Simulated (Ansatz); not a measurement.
B13C2:
```yaml
crystal:
  lattice:
    - [2.82381, 1.63033, 4.02898]
    - [-2.82381, 1.63033, 4.02898]
    - [0.00000, -3.26065, 4.02898]
  atoms:
    - { symbol: B, position: [0.50000, 0.50000, 0.50000] }
    - { symbol: B, position: [0.80340, 0.31858, 0.80340] }
    - { symbol: B, position: [0.19660, 0.68142, 0.19660] }
    - { symbol: B, position: [0.80340, 0.80340, 0.31858] }
    - { symbol: B, position: [0.19660, 0.19660, 0.68142] }
    - { symbol: B, position: [0.31858, 0.80340, 0.80340] }
    - { symbol: B, position: [0.68142, 0.19660, 0.19660] }
    - { symbol: B, position: [0.00790, 0.32351, 0.00790] }
    - { symbol: B, position: [0.99210, 0.67649, 0.99210] }
    - { symbol: B, position: [0.00790, 0.00790, 0.32351] }
    - { symbol: B, position: [0.99210, 0.99210, 0.67649] }
    - { symbol: B, position: [0.32351, 0.00790, 0.00790] }
    - { symbol: B, position: [0.67649, 0.99210, 0.99210] }
    - { symbol: C, position: [0.61881, 0.61881, 0.61881] }
    - { symbol: C, position: [0.38119, 0.38119, 0.38119] }
```

Relaxed with r²SCAN.

**Question.** Give the Bader charges and basin volumes of the independent atoms, r²SCAN (plane waves, PAW; program Ansatz).

**Answer.** 

| atom | Bader charge (e) | Bader volume (Å³) |
|---|---|---|
| B1 | +2.10 | 2.7 |
| B2 | +0.56 | 5.5 |
| B8 | -0.02 | 7.9 |
| C14 | -2.64 | 14.2 |

Space group R-3m. The workflow started from a Materials Project entry (that database holds measured and hypothetical structures alike); the Crystallography Open Database copy checked does not list it. Its standing as an ambient phase is unchecked. The cell was relaxed with r²SCAN under the symmetry of its start; its stability against distortions is not shown here.

Potentials: the later of the program's two PAW sets.
